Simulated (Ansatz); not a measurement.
NaGa$_{3}$: how the energy converges with the cutoff

NaGa$_{3}$, P1, a = 4.275 Å, b = 4.266 Å, c = 4.245 Å, α, β, γ = 89.3°, 89.1°, 89.2°. Ansatz: PBEsol, PAW, cutoff varied, Γ-centred 8×8×8 mesh on 4 atoms, Gaussian smearing 0.10 eV; no spin polarisation. Single points at one geometry with displaced atoms, the cutoff alone changed; ΔE is the energy at zero smearing over the run at 420 eV. The runs up to 350 eV lie under the cutoff recommended for these PAW datasets.

```tsv
cutoff (eV)	ΔE (meV/atom)
200	?
250	1031.29
300	93.74
350	4.52
```

**Question.** Assume ΔE falls exponentially with the cutoff, fit y = ln ΔE against x, the cutoff in eV, to the other rows, and predict the missing value.

**Answer.** y = 6.939, 4.541, 1.509. Means x = 300.0, y = 4.3297; Σ(Δx)² = 5000, ΣΔxΔy = -271.5; the slope is their ratio. y = 20.62 − 0.05430 x, a factor of ten per 42 eV. At 200 eV this gives ΔE = 17326.63 meV/atom. The run gave 6865.59, a ratio of 2.52. Between neighbouring rows the decay runs from a factor of ten per 38 eV to one per 61 eV, so one exponential is only a rough guide.